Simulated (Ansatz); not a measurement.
Ansatz input

```yaml
crystal:
  lattice:
    - [2.3057587454, 0.0, 0.0]
    - [0.0, 2.3057587454, 0.0]
    - [0.0, 0.0, 2.3057587454]
  atoms:
    - { symbol: Cr, position: [0.0, 0.0, 0.0], spin: 1.5 }
hamiltonian:
  xc: pbesol
  pseudopotentials:
    kind: paw
    azcp:
      Cr: "pseudopotentials/Cr.paw.azcp"
basis:
  ecutwfc: 420
  fft_grid_basis: typed
kpoints:
  mp_grid: { grid: [15, 15, 15], shift: [0, 0, 0] }
magnetization:
  spin_polarized: true
scf:
  occupations: { method: fermi_dirac, width: 0.05 }
  lower_state_search: "off"
output:
  stress: true
```

and its output:

```
Warning: the record states the generating functional pbe (its physics header spells it `PBE`), which answers neither for hamiltonian.xc's functional nor for the pbesol family's — results may be inconsistent (PPs are generated against a specific XC)
Engine: ansatz 0.2.0, aarch64-unknown-linux-gnu
Pseudopotentials: kind: paw
Pseudopotential: Cr, paw, valence charge 14, recommended cutoff 420 eV (normal) 
Functional definition: PBEsol
  exchange = pbesol_x
  correlation = pbesol_c
Crystal: 1 atoms, lattice volume = 12.259 Å³
Basis set: ecut = 420 eV, 251 PW (Γ)
Bands: 12, of which v1, the nominal top of the filled ones, is band 7 counted from 1 (6 counted from 0)
Symmetry: 48 space group operations
Space group: Pm-3m (ITA 221), of the structure as read, at distance tolerance 2.3e-5 Å
Magnetic group: BNS 221.92 (UNI 1594), of the structure as read, at distance tolerance 2.3e-5 Å
k-points: 120 of 3375
Non-local potential: Cr, projectors of the file, l = 0: 3, l = 1: 2, l = 2: 3, l = 3: 1
PAW form: soft (Blöchl's): semilocal exchange-correlation on the pseudo side does not see the compensation charge
PAW frozen core: Cr, regenerated for the run's functional, and the local potential with it (the file was generated under x = pbe(κ = 0.804, μ = 0.2195149727645171), c = pbe(β = 0.06672455060314922))
PAW one-centre angular grid: Cr, 590 points (default); XC on 64 Gauss nodes
Initial density: superposition of atomic densities (chi_scale 0.1, normalization cell)
Starting moments: Σ|m| = 1.5 μB on 1 of 1 site
Initial wavefunctions: pseudopotential atomic-orbital guess
Functional: x = pbesol(κ = 0.804, μ = 0.12345679012345678), c = pbesol(β = 0.046)
SCF iter   1: F=—  HF=-3348.998169 eV  |F-HF|=—  |Δ(HF+E_count)|=         —  Δρ=1.92e-1 (↑1.92e-1 ↓5.15e-2)  dr2=3.90e0  dr2_m=1.11e0  M=0.528 μB ∫|m|=0.532 μB  β_m=0.30  ethr=3.10e-3  ⟨swp⟩=3.8  Hψ=13440  notcnv=0
SCF iter   2: F=—  HF=-3348.281686 eV  |F-HF|=—  |Δ(HF+E_count)|=   7.16e-1  Δρ=1.15e-1 (↑1.15e-1 ↓4.37e-2)  dr2=1.10e0  dr2_m=5.49e-1  M=0.516 μB ∫|m|=0.521 μB  β_m=0.30  ethr=3.10e-3  ⟨swp⟩=2.8  Hψ=7305  notcnv=0  defer=103
SCF iter   3: F=—  HF=-3348.047639 eV  |F-HF|=—  |Δ(HF+E_count)|=   2.34e-1  Δρ=5.39e-2 (↑4.71e-2 ↓5.39e-2)  dr2=3.42e-2  dr2_m=2.64e-1  M=0.510 μB ∫|m|=0.515 μB  β_m=0.30  ethr=3.10e-3  ⟨swp⟩=2.8  Hψ=5453  notcnv=0  defer=103
SCF iter   4: F=—  HF=-3348.056878 eV  |F-HF|=—  |Δ(HF+E_count)|=   9.24e-3  Δρ=4.03e-2 (↑4.03e-2 ↓3.58e-2)  dr2=2.26e-3  dr2_m=1.63e-1  M=0.473 μB ∫|m|=0.478 μB  β_m=0.30  ethr=2.44e-4  ⟨swp⟩=2.3  Hψ=7335  notcnv=0  defer=70
SCF iter   5: F=—  HF=-3348.074416 eV  |F-HF|=—  |Δ(HF+E_count)|=   1.75e-2  Δρ=3.09e-2 (↑2.95e-2 ↓3.09e-2)  dr2=2.59e-4  dr2_m=1.02e-1  M=0.439 μB ∫|m|=0.443 μB  β_m=0.30  ethr=1.61e-5  ⟨swp⟩=2.4  Hψ=5513  notcnv=0  defer=70
SCF iter   6: F=—  HF=-3348.087786 eV  |F-HF|=—  |Δ(HF+E_count)|=   1.34e-2  Δρ=2.48e-2 (↑2.46e-2 ↓2.48e-2)  dr2=1.31e-5  dr2_m=6.87e-2  M=0.404 μB ∫|m|=0.408 μB  β_m=0.30  ethr=1.85e-6  ⟨swp⟩=2.0  Hψ=5482  notcnv=0  defer=70
SCF iter   7: F=—  HF=-3348.094802 eV  |F-HF|=—  |Δ(HF+E_count)|=   7.02e-3  Δρ=2.08e-2 (↑2.08e-2 ↓2.03e-2)  dr2=2.75e-5  dr2_m=4.76e-2  M=0.372 μB ∫|m|=0.375 μB  β_m=0.30  ethr=9.38e-8  ⟨swp⟩=2.1  Hψ=5060  notcnv=0  defer=67
...
SCF iter  15: F=—  HF=-3348.116746 eV  |F-HF|=—  |Δ(HF+E_count)|=   1.54e-5  Δρ=5.85e-5 (↑5.85e-5 ↓5.20e-5)  dr2=3.44e-9  dr2_m=3.41e-7  M=0.005 μB ∫|m|=0.005 μB  β_m=0.98  ethr=9.90e-11  ⟨swp⟩=4.3  Hψ=8206  notcnv=0
iter 16 did not close the SCF: its close was put off for a magnetic moment that had not settled (scf_convergence_deferred on its scf_iter line)
SCF iter  16: F=-3348.116747 eV  HF=-3348.116747 eV  |F-HF|=2.62e-9  |Δ(HF+E_count)|=   7.70e-7  Δρ=1.03e-5 (↑8.71e-6 ↓1.03e-5)  dr2=3.75e-10  dr2_m=1.00e-8  M=0.001 μB ∫|m|=0.001 μB  β_m=0.99  ethr=2.45e-11  ⟨swp⟩=4.0  Hψ=7899  notcnv=0
iter 17 did not close the SCF: its close was put off for a magnetic moment that had not settled (scf_convergence_deferred on its scf_iter line)
SCF iter  17: F=-3348.116747 eV  HF=-3348.116747 eV  |F-HF|=6.09e-11  |Δ(HF+E_count)|=   2.13e-8  Δρ=1.42e-6 (↑1.42e-6 ↓1.39e-6)  dr2=2.16e-13  dr2_m=2.22e-10  M=0.000 μB ∫|m|=0.000 μB  β_m=0.99  ethr=2.68e-12  ⟨swp⟩=1.0  Hψ=8812  notcnv=0
SCF iter  18: F=-3348.116747 eV  HF=-3348.116747 eV  |F-HF|=2.73e-12  |Δ(HF+E_count)|=  4.63e-10  Δρ=3.56e-7 (↑3.42e-7 ↓3.56e-7)  dr2=2.99e-14  dr2_m=1.37e-11  M=0.000 μB ∫|m|=0.000 μB  ethr=1.00e-12  ⟨swp⟩=1.0  Hψ=7971  notcnv=0
WARN: the starting moments were not kept: the SCF closed with an absolute magnetisation of 3.0e-5 μB, where they sum to 1.5 μB in size (1 site). That is at most 0.1 of that sum. Measured as dr2_m measures the in/out step, that magnetisation stands 8.5e-10 eV from none, at or under the dr2_threshold of 1.0e-7 eV: it is no larger than a step whose dr2_m would equal this threshold. The system may hold no moment; this SCF shows only that its start led to no more than that. To try another start: raise the starting moments (crystal.atoms[].spin, magnetization.per_species, magnetization.initial_magnetization, or on a non-collinear deck that types none of these the spinor_matrix: blocks that start its atoms; where the total moment is fixed, keep their sum and leave initial_magnetization as it is; typed ones take the place of any that the run laid by itself, positive ones on a crystal's lanthanoids without a Hubbard term where scf.initial_density.shell_occupations: [] is typed) or, if the notice of its spin-set hold's release reads "site moments contracting" or "site moments show no strong build", lengthen the hold (scf.mixing.spin_hold: { on: { confirm: 4 } }; for m-r²SCAN on two components see the key's manual first). Each may lead to a state that holds a moment. A second SCF, from the converged charge density, with the starting moments and any scf.initial_density.shell_occupations laid on it anew, would have followed, and was not run: the deck does not ask for one (magnetization.retry_lost_moments is false, the default). To let it run, set magnetization.retry_lost_moments: true and run the deck again, where that key's refused combinations let it; where memory then withholds it, that run's warning says so.
SCF 1 converged in 18 iterations: F = -3348.116747 eV  dr2 = 2.99e-14
SCF converged after 18 iterations
Magnetization: 0.0000 μB (7.0000 up, 7.0000 down)
Absolute magnetization: 0.0000 μB (∫|ρ↑−ρ↓|, with the PAW one-centre terms)
Spin contamination: 0.0000 ħ² per cell (⟨S²⟩ above its minimum at these occupations)
Per-site moments (μB) at R_I (Å): [(2.6686640742905736e-5, 0.9511254824775)]
Free energy (F): -3348.116747 eV
Harris-Foulkes:  -3348.116747 eV  (|F-HF|=2.73e-12)
Internal energy: -3348.100499 eV  (E = F + TS)
E sigma→0 (E₀):  -3348.108623 eV
Entropy (-TS):   -0.016248 eV (-16.248 meV/atom)
Fermi energy:    18.026813 eV
--- Per-component energies (eV) ---
  E_band       = -160.348850
  E_kinetic    = 345.788765
  E_local      = -1296.665204  (includes V_loc(G=0)·N_el)
  E_nonlocal   = 83.403274
  E_hartree    = 564.125059
  E_xc         = -138.745988
  E_vxc        = -177.784077  (∫ρ·V_xc dr)
  E_paw        = -1169.690328  (= ΣΔE_a)
  E_vpaw       = -243.342038  (= ΣTr[D̂ρ^β])
  E_aug_tail   = 0.000315  (compensation charges beyond the density's cutoff)
  E_ewald      = -1736.476392
  E_core_change = 0.160000  (= ΣΔE_core)
  E_smearing   = -0.016248  (= −TS)
  E_closure    = 0.000000  (closes the sum)
  Σ components = -3348.116747   (vs F -3348.116747, Δ=0.00e0)
--- Stress (GPa, compression-positive) ---
        0.672558      -0.000000      -0.000000
        0.000000       0.672558       0.000000
        0.000000       0.000000       0.672558
  P = ⅓ Tr σ = 0.6726 GPa (6.726 kbar)
```
